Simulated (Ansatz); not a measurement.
# InAgTe2: computed property card

InAgTe2:
```cif
data_AgInTe2
_chemical_formula_sum 'In1 Ag1 Te2'
_space_group_name_H-M_alt 'P 1'
_space_group_IT_number 1
_cell_length_a 4.52210
_cell_length_b 4.52210
_cell_length_c 6.45312
_cell_angle_alpha 90.000
_cell_angle_beta 90.000
_cell_angle_gamma 90.000
loop_
_space_group_symop_operation_xyz
  'x, y, z'
loop_
_atom_site_label
_atom_site_type_symbol
_atom_site_fract_x
_atom_site_fract_y
_atom_site_fract_z
_atom_site_occupancy
In1 In 0.50000 0.50000 0.50000 1
Ag1 Ag 0.00000 0.00000 0.00000 1
Te1 Te 0.00000 0.50000 0.23847 1
Te2 Te 0.50000 0.00000 0.76153 1
```

Space group P-4m2 (No. 115); conventional cell a = b = 4.5221 Å, c = 6.4531 Å, α = β = γ = 90.00°.

Method: PBEsol in the plane-wave PAW code Ansatz. The cell and atoms are relaxed at this level. Other levels are named where they apply.

### Cell and energy

Volume per atom: 32.99 Å³
Density: 6.01 g/cm³
Formation energy from the elements (no fitted shifts): -0.21 eV/atom

### Electronic structure

- Electronic character = no gap, with almost no states at the Fermi level (zero-gap or semimetallic)
- Density of states at the Fermi level = 0.00 states/eV per atom (mean over ±0.08 eV)
- HSE06 gap on the PBEsol cell = 0.67 eV (a hybrid on a coarse mesh can open a false gap in a semimetal)
- Gap with spin–orbit coupling = none (metallic)

### Mechanics

Bulk modulus (Birch–Murnaghan fit): 44.7 GPa
Pressure derivative B′: 5.0

### Charges

* **Bader charges**: In +0.71, Ag +0.02, Te -0.37 e

The workflow started from a Materials Project entry (that database holds measured and hypothetical structures alike); the Crystallography Open Database copy checked does not list it. COD files the formula under space group No. 122, so this cell is another polymorph or a model. With In and Ag taken as one species the cell has the higher symmetry F-43m, so it may be an ordered model of a mixed-site phase. Its standing as an ambient phase is unchecked. The cell was relaxed with PBEsol under the symmetry of its start; whether a distortion lowers the energy is not shown. The run is not spin-polarised. The references are the lowest solids computed at this level, not always the standard phases. Spin–orbit coupling is left out wherever it is not named.

Potentials: the later of the program's two PAW sets.
